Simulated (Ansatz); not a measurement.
# Relaxing a structure of Ba4As3

The relaxed structure here is a generated cell of Ba4As3: the first start was made by a random draw of sites in a space group, and the end was not matched to a known phase here, so it may be hypothetical.

The start is a randomly generated symmetric cell of Ba4As3 (space group No. 191). Cell shape, volume and atoms are optimised at zero target pressure with r2SCAN (plane waves to 500 eV, PAW, scalar-relativistic; Ansatz, an electronic-structure program). First-step values are on the input's coarse k-mesh.

Ansatz input (later rounds restart from its end on a renewed k-mesh):
Ansatz 0.2 input:
```yaml
crystal:
  lattice:
    - [6.5892723, 0, 0]
    - [-3.2946362, 5.7064772, 0]
    - [0, 0, 7.457843]
  atoms:
    - { symbol: As, position: [0.5, 0, 0] }
    - { symbol: As, position: [0, 0.5, 0] }
    - { symbol: As, position: [0.5, 0.5, 0] }
    - { symbol: Ba, position: [0.5, 0, 0.5] }
    - { symbol: Ba, position: [0, 0.5, 0.5] }
    - { symbol: Ba, position: [0.5, 0.5, 0.5] }
    - { symbol: Ba, position: [0, 0, 0] }
basis: { ecutwfc: 500, ecutrho_ratio: 4, xc_grid: 4, fft_grid_basis: typed }
kpoints: { mp_grid: { grid: [4, 4, 3] } }
hamiltonian:
  xc: r2scan
  dispersion: none
  pseudopotentials: { kind: paw }
scf: { occupations: { method: fermi_dirac, width: 0.05 } }
relax: { f_tol: 0.01, max_steps: 100, cell: { stress_tol: 0.02 } }
output: { forces: true, stress: true }
```

Q: How much energy is released per atom?

A: 0.29 eV/atom.

Q: Give the final cell and atomic positions.

A: 
```cif
data_As3Ba4
_chemical_formula_sum 'As3 Ba4'
_space_group_name_H-M_alt 'P6/mmm'
_space_group_IT_number 191
_space_group_name_Hall '-P 6 2'
_cell_length_a 7.13831
_cell_length_b 7.13831
_cell_length_c 6.35638
_cell_angle_alpha 90.000
_cell_angle_beta 90.000
_cell_angle_gamma 120.000
loop_
_atom_site_label
_atom_site_type_symbol
_atom_site_symmetry_multiplicity
_atom_site_Wyckoff_symbol
_atom_site_fract_x
_atom_site_fract_y
_atom_site_fract_z
_atom_site_occupancy
As1 As 3 f 0.00000 0.50000 0.00000 1
Ba1 Ba 3 g 0.50000 0.50000 0.50000 1
Ba2 Ba 1 a 0.00000 0.00000 0.00000 1
```

The space group stays P6/mmm (No. 191) (the run could not lower it), with 7 atoms in the primitive cell. Final values are on a 8×8×8 k-mesh of the relaxed cell. No spin polarisation in the result. The relaxed primitive cell holds an odd number of electrons. A magnetic state may lie lower.

The run could not lose the symmetry of its start, so the end can be a saddle point.

All atoms sit on sites fixed by symmetry, so only the cell could relax.
